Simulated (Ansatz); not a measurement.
**Ca2Al3BiO10: reading a single point**

```xyz
16
Lattice="3.7922 0.0000 0.0000 0.0000 3.7922 0.0000 0.0000 0.0000 14.7902" Properties=species:S:1:pos:R:3 pbc="T T T"
Ca    1.8961    1.8961    2.1594
Ca    1.8961    1.8961   12.6308
O     0.0000    0.0000    5.9752
O     0.0000    0.0000    8.8150
O     0.0000    1.8961    3.9046
O     1.8961    0.0000    3.9046
O     0.0000    1.8961   10.8856
O     1.8961    0.0000   10.8856
O     0.0000    1.8961    0.0000
O     1.8961    0.0000    0.0000
O     0.0000    0.0000    1.8044
O     0.0000    0.0000   12.9858
Bi    1.8961    1.8961    7.3951
Al    0.0000    0.0000    0.0000
Al    0.0000    0.0000    4.1930
Al    0.0000    0.0000   10.5972
```

Single point in Ansatz 0.2.0 with PBE, no spin polarisation. Cutoff 420 eV, PAW datasets, 7×7×2 Γ-centred k mesh, gaussian filling (width 0.0302 eV).

Q: What is the formation energy?

A: -1.86 eV an atom against the elements' usual phases (free molecules for gases, crystals otherwise, with no correction for O₂ or N₂), so it is bound against them; other compounds may still compete. Relaxing would lower it.

Q: Where is the largest force?

A: The largest is on O3 (and as large on other atoms): 2.32 eV/Å, components (0.00, 0.00, 2.32). It makes 180° with the line to a nearest neighbour, Al15 at 1.78 Å, pointing away from it.

Q: Is there a gap?

A: It is a metal, with about 15 states/eV a cell as the mean within 0.25 eV of the Fermi level, mostly O p (97 %).

Q: What does the stress say?

A: The pressure is -10.8 GPa (compression positive), so with the atoms held at these fractions the cell would first shrink; the forces are large, so a full relaxation may end otherwise. The principal stresses -14.4, -14.4, -3.7 GPa differ, so its shape would change too.

Origin: a known structure type with other elements, at an estimated volume, so it need not be a known compound. Caveats: many states at the Fermi level without spin polarisation, so a magnetic state may lie lower; atoms or cell far from equilibrium.
